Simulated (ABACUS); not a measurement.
A self-consistent single point of Ta2O5 (P2/m, 7 atoms in the cell; from Materials Project mp-1238961, changed as shown).

```xyz
7
Lattice="3.8414 0.0000 0.0000 0.0000 3.8241 0.0000 -1.8189 0.0000 6.5290" Properties=species:S:1:pos:R:3 pbc="T T T"
Ta     1.0558     0.0000     5.1664
Ta     0.9667     0.0000     1.3625
O      1.0914     1.9120     5.2123
O      0.9311     1.9120     1.3167
O     -0.8547     0.0000     5.6842
O      2.8771     0.0000     0.8447
O      1.0112     0.0000     3.2645
```

Method: PBEsol, PseudoDojo 0.4 standard norm-conserving PBEsol (tails mended) pseudopotentials (plane waves; ABACUS 3.10.1).

ABACUS settings:

KPT: Gamma 4 4 2 0 0 0
basis_type: pw
dft_functional: PBESOL
ecutwfc: 84 Ry
smearing_method: gaussian
smearing_sigma: 0.00367493 Ry
potentials: PseudoDojo 0.4 standard norm-conserving PBEsol (tails mended)
symmetry: 1
ks_solver: dav_subspace
scf_nmax: 100
scf_thr: 1.0e-09 Ry
mixing_type: pulay

Results:

* **Number of valence electrons**: 56
* **Number of bands**: 38
* **Number of k-points after the program's reduction**: 18
* **Number of plane waves (most at a k-point)**: 8433
* **Number of SCF iterations**: 12
* **FFT grid**: 45 × 45 × 75
* **Free energy E − TS**: -5794.0136 eV
* **Top of the valence band (on the code's own zero)**: 7.02 eV
* **Gap on the k-point mesh**: 2.22 eV
* **Pressure**: 0.09 GPa
* **Largest force (vector length)**: 0.099 eV/Å

Forces (eV/Å):
```
atom      Fx     Fy      Fz
----  ------  -----  ------
Ta1   -0.098  0.000  -0.009
Ta2    0.098  0.000   0.009
O3     0.050  0.000   0.074
O4    -0.050  0.000  -0.074
O5     0.003  0.000  -0.006
O6    -0.003  0.000   0.006
O7     0.000  0.000   0.000
```

Stress (GPa, positive for compression):
```
-2.05   0.00  -0.07
 0.00   4.74   0.00
-0.07   0.00  -2.43
```

Gaps are taken between levels on the mesh.

For comparison: a first run was changed to give this one (lattice vector b scaled by 0.99), and from it to this one the free energy is nearly the same (within 1 meV/atom), the pressure goes from -2.68 to 0.09 GPa, the largest force goes from 0.067 to 0.099 eV/Å and the gap on the mesh goes from 2.176 to 2.224 eV.

Spin-orbit coupling is left out, which matters for bands and gaps with elements this heavy. The structure comes from a collection of computed structures, made at another level of theory; the collection holds predicted forms beside known ones.

Cost on one core: around 2.1 core-minutes (rough).

“Tails mended”: in these copies of the files the far tail of each local potential was reset to the Coulomb form.
